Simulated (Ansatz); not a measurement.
# Al: tetragonal deformation path

These are results of DFT PBEsol, scalar-relativistic, plane waves, PAW (Ansatz), not measurements. Settings: plane waves to 420 eV, k-mesh 24×24×24 (Γ-centred), Gaussian smearing 0.15 eV. No spin polarisation. Energies are free energies at this smearing, counted from the undisturbed cell; pressure is positive in compression.

Reference structure (as given, not relaxed at this level; it stands at 2.2 GPa; this bcc form isn't the usual structure):

```xyz
1
Lattice="-1.5912 1.5912 1.5912 1.5912 -1.5912 1.5912 1.5912 1.5912 -1.5912" Properties=species:S:1:pos:R:3 pbc="T T T"
Al    0.0000    0.0000    0.0000
```

At fixed volume and fractional coordinates, lengths along (0.000, 0.000, 1.000) are scaled against those across it; ρ is that ratio over its starting value. The cell is metallic on the mesh throughout. At ρ = 1.414 the cell becomes cubic (Fm-3m), and there the slope of the energy vanishes by symmetry.

| ρ | ΔE (meV/atom) | pressure (GPa) |
| --- | --- | --- |
| 0.650 | 200.3 | 10.9 |
| 0.707 | 49.1 | 6.1 |
| 0.780 | -13.3 | 3.3 |
| 0.850 | -18.0 | 2.4 |
| 0.920 | -6.7 | 2.2 |
| 1.000 | 0.0 | 2.2 |
| 1.100 | -13.4 | 2.0 |
| 1.200 | ? | ? |
| 1.300 | -88.1 | 0.8 |
| 1.414 | ? | ? |
| 1.500 | ? | ? |

Give the withheld values.

ΔE (meV/atom) at ρ = 1.200: -53.1; pressure (GPa) at ρ = 1.200: 1.5; ΔE (meV/atom) at ρ = 1.414: -99.6; pressure (GPa) at ρ = 1.414: 0.3; ΔE (meV/atom) at ρ = 1.500: -94.1; pressure (GPa) at ρ = 1.500: 0.6.